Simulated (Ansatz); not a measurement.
# Zincblende alloy of InAs and AlAs (24 of 32 In sites exchanged), 64 atoms

Ansatz, PAW, plane waves. PBEsol relaxation of volume and atoms (shape held) at the single k point (¼, ¼, ¼) without its symmetry partners; single points on the relaxed atoms at the single k point (¼, ¼, ¼) without its symmetry partners, onto which points of the small cell's zone fold. Arrangement: random. No spin–orbit coupling unless named.

Relaxed structure:

```cif
data_structure
_symmetry_space_group_name_H-M 'P 1'
_symmetry_Int_Tables_number 1
_cell_length_a 11.5432
_cell_length_b 11.5432
_cell_length_c 11.5432
_cell_angle_alpha 90.000
_cell_angle_beta 90.000
_cell_angle_gamma 90.000
_cell_volume 1538.09
loop_
_atom_site_label
_atom_site_type_symbol
_atom_site_fract_x
_atom_site_fract_y
_atom_site_fract_z
_atom_site_occupancy
Al1 Al 0.00035 0.99585 0.99899 1
Al2 Al 0.99748 0.00032 0.49930 1
Al3 Al 0.00028 0.50381 0.99974 1
Al4 Al 0.99813 0.49716 0.49953 1
Al5 Al 0.49934 0.99308 0.99717 1
Al6 Al 0.50253 0.99990 0.50180 1
Al7 Al 0.50020 0.50511 0.99696 1
Al8 Al 0.50206 0.50046 0.50237 1
Al9 Al 0.24790 0.25010 0.50570 1
Al10 Al 0.24962 0.75013 0.99600 1
Al11 Al 0.75220 0.25019 0.49855 1
Al12 Al 0.75012 0.75044 0.00399 1
Al13 Al 0.74984 0.75040 0.49658 1
Al14 Al 0.24979 0.00056 0.75024 1
Al15 Al 0.24911 0.50046 0.74967 1
Al16 Al 0.75140 0.99670 0.25136 1
Al17 Al 0.75273 0.50498 0.25198 1
Al18 Al 0.99642 0.24974 0.25329 1
Al19 Al 0.00412 0.24940 0.74608 1
Al20 Al 0.99453 0.74969 0.24758 1
Al21 Al 0.00183 0.74999 0.75069 1
Al22 Al 0.49621 0.24983 0.74553 1
Al23 Al 0.50600 0.75013 0.24763 1
Al24 Al 0.49858 0.74960 0.75136 1
As1 As 0.11190 0.12590 0.12389 1
As2 As 0.12532 0.12194 0.62488 1
As3 As 0.11933 0.63368 0.11891 1
As4 As 0.11825 0.61745 0.63017 1
As5 As 0.62459 0.10929 0.12429 1
As6 As 0.62125 0.13260 0.61826 1
As7 As 0.62769 0.62372 0.12455 1
As8 As 0.61962 0.63360 0.61935 1
As9 As 0.38203 0.38135 0.12003 1
As10 As 0.37314 0.37761 0.62482 1
As11 As 0.37912 0.86679 0.11963 1
As12 As 0.38269 0.88319 0.63378 1
As13 As 0.88236 0.38489 0.13345 1
As14 As 0.87969 0.36789 0.62029 1
As15 As 0.87382 0.87582 0.12484 1
As16 As 0.88038 0.86739 0.61862 1
As17 As 0.37451 0.12592 0.38890 1
As18 As 0.38130 0.11772 0.86856 1
As19 As 0.38864 0.62784 0.37627 1
As20 As 0.37300 0.62518 0.87282 1
As21 As 0.87250 0.12381 0.37494 1
As22 As 0.88874 0.12615 0.87436 1
As23 As 0.87620 0.62564 0.37620 1
As24 As 0.88021 0.63420 0.88233 1
As25 As 0.12036 0.36812 0.38101 1
As26 As 0.11769 0.38251 0.86769 1
As27 As 0.11165 0.87245 0.37434 1
As28 As 0.12679 0.87570 0.87337 1
As29 As 0.63609 0.38487 0.38324 1
As30 As 0.61280 0.37420 0.87306 1
As31 As 0.62583 0.87609 0.37507 1
As32 As 0.62191 0.86613 0.87957 1
In1 In 0.24909 0.25078 0.99535 1
In2 In 0.25077 0.75176 0.50516 1
In3 In 0.75224 0.25154 0.00326 1
In4 In 0.24925 0.99963 0.25013 1
In5 In 0.24809 0.50396 0.25176 1
In6 In 0.75056 0.99957 0.74885 1
In7 In 0.75119 0.50331 0.74926 1
In8 In 0.50636 0.25084 0.25500 1
```

(1) What are the mean bond lengths by pair (pairs within 1.2 times the sum of covalent radii, less contacts 15 % beyond the pair's median; cation–cation pairs of compounds aside; long ionic contacts are cut short by that bound)?

(2) What gap lies between the top filled and the lowest empty level in the single points?

Answers

(1) Al–As 2.465 ± 0.013 Å (standard deviation, 96 bonds); As–In 2.609 ± 0.009 Å (standard deviation, 32 bonds).

(2) HSE06 2.60 eV (56 s on NVIDIA H100). Away from Γ this isn't the crystal's band gap.
